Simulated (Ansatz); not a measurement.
**Property card for Cd**

Cd:
```xyz
1
Lattice="1.6028 0.9254 2.3689 -1.6028 0.9254 2.3689 0.0000 -1.8507 2.3689" Properties=species:S:1:pos:R:3 pbc="T T T"
Cd     0.0000     0.0000     0.0000
```

Space group R-3m (No. 166), simple rhombohedral; conventional cell a = b = 3.206 Å, c = 7.107 Å, α = β = 90.00°, γ = 120.00°.

Method: PBEsol in the plane-wave PAW code Ansatz. Structure relaxed to zero pressure with the same functional. Other levels are named where they apply.

Cell and energy:

- Volume per atom: 21.08 Å³
- Density: 8.85 g/cm³

Electronic structure:

- Electronic character = metallic (no gap)
- Density of states at the Fermi level = 0.33 states/eV per atom (mean over ±0.08 eV)
- Gap with spin–orbit coupling = none (metallic)

Mechanics:

- Bulk modulus (Birch–Murnaghan fit) = 55.6 GPa
- Pressure derivative B′ = 5.5
- Elastic constants (relaxed ions, GPa) = C11 = 57.8, C12 = 53.2, C13 = 49.0, C14 = -6.1, C33 = 111, C44 = 17.8
- Mechanical stability = marginal (the smallest eigenvalue of C is near zero)

The workflow started from a Materials Project entry (that database holds measured and hypothetical structures alike); the Crystallography Open Database copy checked does not list it. It is not the phase usual at ambient conditions (space group No. 194). Symmetry was held in the PBEsol relaxation; its stability against distortions is not shown here. As this level gives no gap, shear constants depend on the k-mesh and smearing (Fermi–Dirac, 0.1 eV here). Axis ratios of metals converge slowly with the k-mesh, so a and c are less sure than the volume. Scalar-relativistic: spin–orbit coupling is off unless named, which matters more the heavier the elements.

Potentials: the later of the program's two PAW sets.
